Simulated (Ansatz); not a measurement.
# What DFT gives for Cu5W

```xyz
6
Lattice="0.0000 3.3691 3.3691 3.3691 0.0000 3.3691 3.3691 3.3691 0.0000" Properties=species:S:1:pos:R:3 pbc="T T T"
W     0.0000    0.0000    0.0000
Cu    1.6846    1.6846    1.6846
Cu    4.2114    4.2114    4.2114
Cu    4.2114    2.5268    2.5268
Cu    2.5268    2.5268    4.2114
Cu    2.5268    4.2114    2.5268
```

Level: PBEsol, no spin polarisation; 420 eV; 9×9×9 Γ-centred mesh; fermi-dirac occupations (width 0.0202 eV); Ansatz 0.2.0, fixed geometry.

- Electronic structure: It is a metal, with about 6.5 states/eV a cell as the mean within 0.25 eV of the Fermi level, mostly W d (67 %) and Cu d (22 %).
- Forces: Nearly at rest: the largest force is 0.023 eV/Å.
- Contacts: Cu–Cu at 2.38 Å: least valence density 0.37 e/Å³ and ELF 0.22 there. W–Cu at 2.79 Å: least valence density 0.28 e/Å³ and ELF 0.33 there. Both are smooth PAW fields, read partly inside the augmentation spheres.
- Stress: The pressure is -8.7 GPa (compression positive), so with the atoms held at these fractions the cell would first shrink.
- Charges: Bader charges in e: Cu -0.15 to +0.05, W +0.56. In the mean W gives up most and Cu takes most, against the order of Pauling's electronegativities.

Origin: a known structure type with other elements, at an estimated volume, so it need not be a known compound. Caveats: many states at the Fermi level without spin polarisation, so a magnetic state may lie lower.
